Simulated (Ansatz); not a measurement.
# Al3Ni: do energies and stresses tell the same story?

Computed with DFT r2SCAN, scalar-relativistic, plane waves, PAW in Ansatz.

Plane waves to 500 eV, a k mesh through Γ of 6×6×8 on the computed 16-atom cell and Gaussian smearing (0.10 eV); no spin polarisation.

Relaxed cell: Pnma, a = 6.597 Å, b = 7.308 Å, c = 4.751 Å, α = 90.00°, β = 90.00°, γ = 90.00°, 16 atoms in the primitive cell.

Energies at zero smearing and pressures from the stress tensor, at volumes with shape and atoms relaxed:
```csv
V (Å³/atom),E − E(first) (meV/atom),P (GPa)
12.599,0.00,21.06
13.029,-47.37,14.48
13.458,-78.42,8.86
13.888,-95.55,4.09
14.317,-100.84,-0.01
14.747,-96.00,-3.49
15.176,-82.60,-6.42
15.749,-53.60,-9.66
```

Q: Check P = −dE/dV between neighbouring volumes, and get the bulk modulus from the pressures alone.

A: With 1 eV/Å³ = 160.2 GPa:
```tsv
middle V (Å³/atom)	−ΔE/ΔV (GPa)	mean P (GPa)
12.814	17.671	17.770
13.243	11.583	11.669
13.673	6.387	6.476
14.102	1.973	2.043
14.532	-1.802	-1.750
14.961	-5.000	-4.959
15.462	-8.114	-8.042
```

The two differ by 0.10 GPa at most. The mean of two end pressures misses the average over a step by about ΔV² P″/12, up to 0.09 GPa here; with that taken off 0.02 GPa remains. Around V = 14.317 Å³/atom, the two neighbours give B = −V ΔP/ΔV = 14.317 × 7.59 / 0.859 = 126.4 GPa, against B0 = 125.0 GPa from the Birch–Murnaghan fit of the energies.

A ferromagnetic start lost its moments in a first run, so spin was left out; other magnetic orders weren't tried.

Cost: 9 runs of about 68 core-minutes in all, on Oxide Virtual Turin-like Processor (Zen 5) (shared hosts).